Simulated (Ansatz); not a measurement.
Starting cell, Ru (hcp, Mg type):

```
Ru
1.0
    2.72203     0.00000     0.00000
   -1.36102     2.35735     0.00000
    0.00000     0.00000     4.29074
Ru
2
Direct
  0.33333   0.66667   0.75000
  0.66667   0.33333   0.25000
```

Scan: atom 1 (Ru, nearest neighbour Ru at 2.659 Å; its periodic images, 2.7 Å or more away, move with it) is displaced towards the nearest neighbour, direction (-0.512, -0.295, -0.807) in Cartesian axes, by s. The other atoms stay.

Calculation: PBE (plane waves to 420 eV, PAW, scalar-relativistic; Ansatz, a program for electronic structure). k mesh 16×16×9 (Γ-centred), Fermi-Dirac smearing 0.05 eV. The energy includes the smearing's −TS. Left out: 1 of 11 points, with atoms too close for the PAW data. With partly filled bands, energies and forces of such displacements shift with the k mesh and the smearing. Ru is run without spin polarisation. Ru was relaxed with its symmetry unable to fall. The PAW data are Ansatz's earlier set. ΔE is measured from the undisplaced structure. The last digit holds for this mesh only.

```csv
s (Å),ΔE (meV/cell)
-0.530,1780.8
-0.424,1060.5
-0.318,559.2
-0.212,237.0
-0.106,57.7
0.000,0.0
0.106,57.3
0.212,233.9
0.318,553.9
0.424,withheld
```

### Question
Fit a polynomial form (powers 2, 3, 4) to the given rows and predict ΔE at s = 0.424.

### Answer
Least squares on the 9 given rows: ΔE = (5066)·s² + (-104.5)·s³ + (4344)·s⁴, in meV/cell with s in Å; root-mean-square residual 0.82 meV/cell. At 0.424 the fit gives 1043.2 meV/cell; the calculation gives 1059.2 meV/cell, so the extrapolation is off by -16.0 (-1.5 %). The quadratic term alone would give 910.7 meV/cell.

(For displaced atoms, the force is minus the slope of the energy, and its curvature is a force constant, which sets phonon frequencies.)
